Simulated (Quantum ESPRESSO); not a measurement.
# Nb3Sc5 in 5 site orders

These are calculations, not measurements. They come from Quantum ESPRESSO 7.5, a public plane-wave density functional program. Each row is one single-point run on a made-up periodic cell of eight metal atoms, with elements, volume, strain and displacements drawn at random and not relaxed, so a cell may be unstable or far from any real phase. There is no spin polarisation or spin-orbit coupling.

Settings: PBE unless stated; PseudoDojo standard norm-conserving files; Fermi-Dirac width 0.25 eV, which means electrons at about 2900 K; cutoff 1116 eV; 6 x 6 x 3 k mesh shifted half a step off Gamma. E is the free energy of the whole cell (internal energy minus TS), so a -TS column is already part of it. Stress is positive in tension, and the pressure P is minus a third of its trace.

Checks: one run of this series was repeated at a higher cutoff and on a denser mesh, which moved values by no more than 0.005 eV, 0.02 GPa and 0.003 eV/Å, and a second program with other atomic files agreed on it to 2 % rms in force and 0.5 GPa in pressure. Known limits: a spin test at this wide smearing found no moment, but such smearing suppresses magnetism that the real alloy may have.

The lattice is face-centred cubic, and the cell vectors in Å are (-0.063, -0.001, -4.288); (-4.263, 0.001, -0.063); (2.161, 8.633, 2.177), a volume of 157.78 Å³. The runs move one Nb atom among sites that otherwise hold Sc, on the same eight displaced sites. E is counted from run 1, and the rms force is over all 24 components. Nothing is relaxed, so E mixes bonding between neighbours with strain on unrelaxed sites, and it is not an ordering energy.

| run | elements on sites 1 to 8 | E (eV) | -TS (eV) | rms force (eV/Å) | largest force (eV/Å) | P (GPa) |
|---|---|---|---|---|---|---|
| 1 | Sc Nb Sc Nb Sc Sc Sc Nb | 0.000 | -2.021 | 0.339 | 1.10 | 8.43 |
| 2 | Sc Sc Nb Nb Sc Sc Sc Nb | 0.281 | -2.287 | 0.478 | 1.28 | ? |
| 3 | Sc Sc Sc Nb Nb Sc Sc Nb | 0.242 | -2.225 | 0.424 | 1.01 | 8.96 |
| 4 | Sc Sc Sc Nb Sc Nb Sc Nb | 0.008 | -2.022 | 0.357 | 1.21 | 8.43 |
| 5 | Sc Sc Sc Nb Sc Sc Nb Nb | 0.302 | -2.279 | 0.478 | 1.27 | 9.04 |

## Worked fit

A straight line through the runs shown gives P = 8.42 + 2.11 E GPa with E in eV, an error of 0.09 on the slope and a scatter of 0.02 GPa. At this fixed volume the orders of higher energy tend to have the higher pressure.

## Withheld value

Question: what pressure should run 2 give?

The fit gives 9.01 ± 0.03 GPa. The calculation gave 9.12 GPa. This run lies off the fit by more than twice that error, so something that the fit leaves out matters here.
